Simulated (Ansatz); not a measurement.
Relaxed-ion elastic tensor of AlRu (CsCl type, Pm-3m) in GPa (Voigt order), LDA in the plane-wave PAW code Ansatz; density 8.25 g/cm³, 12.89 Å³ per atom.

```json
[
 {"": "1", "1": "358", "2": "168", "3": "168", "4": "0.0", "5": "0.0", "6": "0.0"},
 {"": "2", "1": "168", "2": "358", "3": "168", "4": "0.0", "5": "0.0", "6": "0.0"},
 {"": "3", "1": "168", "2": "168", "3": "358", "4": "0.0", "5": "0.0", "6": "0.0"},
 {"": "4", "1": "0.0", "2": "0.0", "3": "0.0", "4": "140", "5": "0.0", "6": "0.0"},
 {"": "5", "1": "0.0", "2": "0.0", "3": "0.0", "4": "0.0", "5": "140", "6": "0.0"},
 {"": "6", "1": "0.0", "2": "0.0", "3": "0.0", "4": "0.0", "5": "0.0", "6": "140"}
]
```

Problem. Is the crystal mechanically stable?

Solution. Yes: the smallest eigenvalue of C is 140 GPa.

Problem. Work out the Voigt, Reuss and Hill averages.

Solution. K_V = 232, K_R = 232, K_H = 232; G_V = 122, G_R = 118, G_H = 120 GPa.

Problem. Give Young's modulus, Poisson's ratio, Pugh's ratio and the universal anisotropy index.

Solution. E = 9KG/(3K + G) = 306 GPa; ν = 0.28; K/G = 1.94 (ductile by the Pugh limit of 1.75); A_U = 5G_V/G_R + K_V/K_R − 6 = 0.18.

Problem. Estimate the sound speeds and the Debye temperature.

Solution. v_l = √((K + 4G/3)/ρ) = 6890 m/s, v_t = √(G/ρ) = 3810 m/s, mean 4240 m/s; Θ = (h/k)(3n/4πV)^(1/3) v_m = 539 K.

Problem. Give the Zener ratio and Young's modulus along [100], [110] and [111].

Solution. A = 2C44/(C11 − C12) = 1.47; 1/E = S11 − 2(S11 − S12 − S44/2)Γ with Γ = 0, 1/4, 1/3 gives 251, 318, 349 GPa.

Problem. Solve the Christoffel equation for the three sound speeds along [100], [110], [111].

Solution. Eigenvalues of C_ijkl n_j n_l equal ρv². In km/s, slowest first: [100] 4.11, 4.11, 6.59; [110] 3.39, 4.11, 6.99; [111] 3.65, 3.65, 7.12.

The LDA relaxation kept the symmetry of its start; of distortions, only those at the zone centre were tested. The run is not spin-polarised. As this level gives no gap, shear constants depend on the k-mesh and smearing (Fermi–Dirac, 0.1 eV here).

Potentials: the earlier of the program's two PAW sets.
